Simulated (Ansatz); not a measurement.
## TiCo: zone-centre modes

These are results of Ansatz, DFT PBE, scalar-relativistic, plane waves, PAW, not measurements. Cutoff 420 eV, 18×18×18 k-points (Γ-centred), Gaussian smearing of 0.20 eV. Collinear spin, site moments 0.0, 0.9 μB. Phonons by linear response, acoustic sum rule imposed.

Relaxed structure:
```xyz
2
Lattice="2.9848 0.0000 0.0000 0.0000 2.9848 0.0000 0.0000 0.0000 2.9848" Properties=species:S:1:pos:R:3 pbc="T T T"
Ti    0.0000    0.0000    0.0000
Co    1.4924    1.4924    1.4924
```

It was relaxed at this level from a Materials Project cell. In a metal, frequencies depend on the k mesh and the smearing, soft modes most.

Question: Is this structure stable against zone-centre distortions?

Answer: Yes, at Γ: no optical mode is imaginary. Strains and other wave vectors aren't tested by this run.

Question: List the optical modes at Γ (i marks imaginary ones).

Answer:
```json
{"frequency (cm⁻¹)": "226", "degeneracy": "3"}
```
